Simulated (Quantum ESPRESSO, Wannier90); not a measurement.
# Wannierisation of InSe (C2/m)

```
CELL_PARAMETERS angstrom
      0.00000     4.10930     0.00000
     -1.72323     0.00000     4.77135
      5.82639    -2.05465     0.00000
ATOMIC_POSITIONS crystal
  In 0.11180 0.95316 0.22360
  In 0.88820 0.04684 0.77640
  Se 0.33907 0.33104 0.67814
  Se 0.66093 0.66896 0.32186
```

Materials Project entry mp-21405; symmetrised, unrelaxed at this level. Not found in the COD (Crystallography Open Database) copy used, which has the formula in other groups; not checked further. Level: PBEsol, no spin polarisation, no spin-orbit coupling; pw.x of Quantum ESPRESSO at 69 Ry with PseudoDojo potentials, 8×6×8 k-points, Wannier90. Density: 8×6×8 mesh, cold smearing 0.01 Ry. The cell is built of weakly bound layers, chains or molecules, whose nearest atoms lie 3.55 Å apart. Database cells relaxed without dispersion often hold them too far apart, which can enlarge gaps and weakens couplings between them; spacing and stacking were not compared with the measured crystal. Spin-orbit coupling is left out although heavy elements are present.

Base run: 16 functions from bands 21-46 of the 46 computed, start hydrogen-like In: s;p; Se: s;p, centres 0.05 Å off the atoms, frozen window up to 2.61 eV relative to the valence-band maximum, outer window open. One thing is changed at a time; window edges are relative to the valence-band maximum. The misfit compares interpolated bands with pw.x on a high-symmetry path, for states up to 2.1 eV relative to the valence-band maximum. Converged means that the tolerances were met: symmetric starts can stop on a saddle, which shows as a larger Ω_OD at equal Ω_I and can move the misfit too.

Task: Which of these settings interpolates worst among those that finish?
(A) frozen window to 1.61 eV
(B) frozen window to 3.61 eV
(C) no frozen window
(D) frozen window to 4.61 eV
(E) outer window to 12.75 eV
(F) base

Result: C, no frozen window. The whole sweep:

```
setting                   functions  frozen to (eV)  Ω_I (Å²)  Ω_D (Å²)  Ω_OD (Å²)  rms misfit (meV)  worst (meV)      ended
------------------------  ---------  --------------  --------  --------  ---------  ----------------  -----------  ---------
base                             16            2.61     27.89      0.02       3.98               1.9           28  converged
frozen window to 3.61 eV         16            3.61     29.83      0.04       3.92               1.4           14  converged
frozen window to 4.61 eV         16            4.61     32.46      0.08       4.09               1.3          9.3  converged
frozen window to 1.61 eV         16            1.61     26.42      0.02       4.04                63          573  converged
no frozen window                 16            none     25.44      0.02       3.97               132          629  converged
outer window to 12.75 eV         16            2.61     29.17      0.04       4.03               1.5           21  converged
outer window to 9.75 eV          16            2.61     36.23      0.16       5.00               1.2          6.6  converged
```
